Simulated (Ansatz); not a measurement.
Rocksalt alloy of MgO and CdO (4 of 32 Mg sites exchanged), 64 atoms

Ansatz, PAW, plane waves. PBEsol relaxation of volume and atoms (shape held) at the single k point (¼, ¼, ¼) without its symmetry partners; single points on the relaxed atoms at the single k point (¼, ¼, ¼) without its symmetry partners, onto which points of the small cell's zone fold. Arrangement: random. No spin–orbit coupling unless named.

Relaxed structure:

```
CELL_PARAMETERS angstrom
8.58216 0.00000 0.00000
0.00000 8.58216 0.00000
0.00000 0.00000 8.58216
ATOMIC_POSITIONS crystal
O 0.25509 0.99925 0.01211
O 0.26560 0.99833 0.48469
O 0.26437 0.50015 0.00224
O 0.25461 0.49961 0.49748
O 0.74664 0.99922 0.00155
O 0.73764 0.99871 0.49702
O 0.73684 0.50011 0.00052
O 0.74650 0.49968 0.49857
O 0.00092 0.23783 0.99830
O 0.00138 0.26045 0.50066
O 0.00103 0.76162 0.99711
O 0.00076 0.73786 0.50172
O 0.50023 0.24829 0.99710
O 0.50029 0.25046 0.50166
O 0.49974 0.75167 0.98583
O 0.50017 0.74830 0.51284
O 0.99911 0.00144 0.23803
O 0.98612 0.00016 0.76163
O 0.00000 0.49740 0.26132
O 0.99762 0.49864 0.73788
O 0.50325 0.01298 0.24767
O 0.51288 0.00213 0.75026
O 0.50105 0.48657 0.25108
O 0.50193 0.49778 0.74827
O 0.24811 0.25117 0.24935
O 0.24909 0.26233 0.74965
O 0.23680 0.74688 0.24914
O 0.24682 0.73619 0.74918
O 0.75322 0.25016 0.24949
O 0.75127 0.25152 0.74939
O 0.76392 0.74901 0.24948
O 0.75237 0.74756 0.74951
Mg 0.99791 0.99971 0.00093
Mg 0.00016 0.49916 0.49950
Mg 0.50238 0.00188 0.99913
Mg 0.50245 0.00191 0.49944
Mg 0.50059 0.49728 0.99735
Mg 0.50082 0.49735 0.50129
Mg 0.25279 0.24958 0.00134
Mg 0.25287 0.25392 0.49735
Mg 0.25067 0.74949 0.99939
Mg 0.25077 0.74471 0.49924
Mg 0.74833 0.24778 0.99942
Mg 0.74843 0.25158 0.49942
Mg 0.75009 0.75156 0.99747
Mg 0.75019 0.74729 0.50131
Mg 0.25070 0.00201 0.24752
Mg 0.25082 0.49740 0.25126
Mg 0.25286 0.49927 0.74724
Mg 0.75053 0.00181 0.24758
Mg 0.74859 0.99971 0.75140
Mg 0.75026 0.49739 0.25149
Mg 0.74819 0.49925 0.74740
Mg 0.00042 0.24965 0.24942
Mg 0.99807 0.25194 0.74956
Mg 0.00036 0.74931 0.24939
Mg 0.99801 0.74674 0.74948
Mg 0.50092 0.24971 0.24935
Mg 0.50268 0.25149 0.74944
Mg 0.50280 0.74721 0.74937
Cd 0.00007 0.99919 0.49862
Cd 0.00062 0.49969 0.99962
Cd 0.25105 0.99924 0.74995
Cd 0.50036 0.74989 0.24933
```

Task: What are the mean bond lengths by pair (pairs within 1.2 times the sum of covalent radii, less contacts 15 % beyond the pair's median; cation–cation pairs of compounds aside; long ionic contacts are cut short by that bound)?

Result: Cd–O 2.257 ± 0.011 Å (standard deviation, 24 bonds); Mg–O 2.131 ± 0.044 Å (standard deviation, 168 bonds).

Task: What gap lies between the top filled and the lowest empty level in the single points?

Result: HSE06 5.88 eV (47 s on NVIDIA H100). Away from Γ this isn't the crystal's band gap.
